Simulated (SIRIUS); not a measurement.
SIRIUS run on CoSi2 (C2/m, 3 atoms in the cell; from Materials Project mp-2379, changed as shown): self-consistent single point.

All values come from this method and carry its errors: PBE, GBRV PBE ultrasoft pseudopotentials (plane waves; SIRIUS).

The change in words: lattice vector b scaled by 1.01. Reference geometry (Fm-3m):
```
CELL_PARAMETERS angstrom
      0.00000     2.65642     2.65642
      2.65642     0.00000     2.65642
      2.65642     2.65642     0.00000
ATOMIC_POSITIONS crystal
  Co 0.00000 0.00000 0.00000
  Si 0.75000 0.75000 0.75000
  Si 0.25000 0.25000 0.25000
```

Reference input (self-consistent single point, DFT, PBE, plane waves, GBRV PBE ultrasoft pseudopotentials): parameters.ngridk = 12 12 12; parameters.xc_functionals = [XC_GGA_X_PBE, XC_GGA_C_PBE]; parameters.gk_cutoff = 6.325 1/bohr; parameters.pw_cutoff = 14.143 1/bohr; parameters.smearing = fermi_dirac; parameters.smearing_width = 0.00499791 Ha; potentials = GBRV PBE ultrasoft pseudopotentials; parameters.electronic_structure_method = pseudopotential; parameters.num_bands = 17; parameters.num_mag_dims = 0; parameters.num_dft_iter = 100; parameters.energy_tol = 1e-07 Ha. This run's input differs from it in these lines:

```diff
@@ -33,3 +33,3 @@
       [0.0, 0.7071067345, 0.7071067345],
-      [0.7071067345, 0.0, 0.7071067345],
+      [0.7141777486, 0.0, 0.7141777486],
       [0.7071067345, 0.7071067345, 0.0]
@@ -48,4 +48,4 @@
       "Si": [
-        [3.98463, 3.98463, 3.98463],
-        [1.32821, 1.32821, 1.32821]
+        [4.004553, 3.98463, 4.004553],
+        [1.334851, 1.32821, 1.334851]
       ]
```

The program printed (abridged):

```
[find] density tolerance         : 1e-06
[find] total energy tolerance    : 1e-07
[find] iter_solver_tol (initial) : 0.01
[find] iter_solver_tol (target)  : 1e-13
[find] num_dft_iter              : 100
Charges and magnetic moments
--------------------------------------------------------------------------------
total charge          : 25.000000
[find] | SCF iteration   0 out of 100|
[diagonalize] iterative solver tolerance (occupied, empty): 0.01 0.01
[diagonalize] average number of iterations: 4.05042
[find] Charges and magnetic moments
[find] total charge          : 25.000000
[find] Energy
   [... lines left out ...]

[find] Charges and magnetic moments
[find] total charge          : 25.000000
[find] Energy
[find] smearing (-TS)                 :      -0.00239582
[find] Total energy                   :    -158.88831082 (Ha),    -317.77662163 (Ry)
[find] Free energy (E-TS)             :    -158.89070664 (Ha),    -317.78141327 (Ry)
[find] band gap (eV)                  :       0.00000000
[find] Efermi                         :       0.47907805
[find] iteration : 18, RMS (target) : 3.9714e-07 (1.0000e-06) , energy difference (target) : 4.2385e-10 (1.0000e-07)
[find] bands are converged : true
[find] iterative solver converged : true
[find] converged after 19 SCF iterations!
[find] Charges and magnetic moments
[find] total charge          : 25.000000
[find] Energy
[find] smearing (-TS)                 :      -0.00239582
[find] Total energy                   :    -158.88831082 (Ha),    -317.77662163 (Ry)
[find] Free energy (E-TS)             :    -158.89070664 (Ha),    -317.78141327 (Ry)
[find] band gap (eV)                  :       0.00000000
[find] Efermi                         :       0.47907805
[ground_state] === stress tensor components [kbar] ===
[ground_state] === stress_total ===
[ground_state]   -30.040535   -7.548269   15.608111
[ground_state]    -7.548269  -34.841517   -7.548269
[ground_state]    15.608111   -7.548269  -30.040535
[ground_state] ==== total Forces in Ha/bohr =====
[ground_state] atom:    0, force:       0.0000000      0.0000000      0.0000000
[ground_state] atom:    1, force:      -0.0009080      0.0018151     -0.0009080
[ground_state] atom:    2, force:       0.0009080     -0.0018151      0.0009080
```

The run converged in 19 iterations. SIRIUS prints the stress tensor with tension positive. Against the reference run the free energy falls by 2.2 meV/atom, the pressure goes from 5.09 to 3.16 GPa and the largest force goes from 0.000 to 0.114 eV/Å.

The run has no spin polarisation, so moments on Co cannot form. The structure comes from a collection of computed structures, made at another level of theory; the collection holds predicted forms beside known ones.

Cost on one core: roughly 2.8 core-minutes.

The gap that the log prints is read on the run's mesh, which can miss the band edges or a crossing.
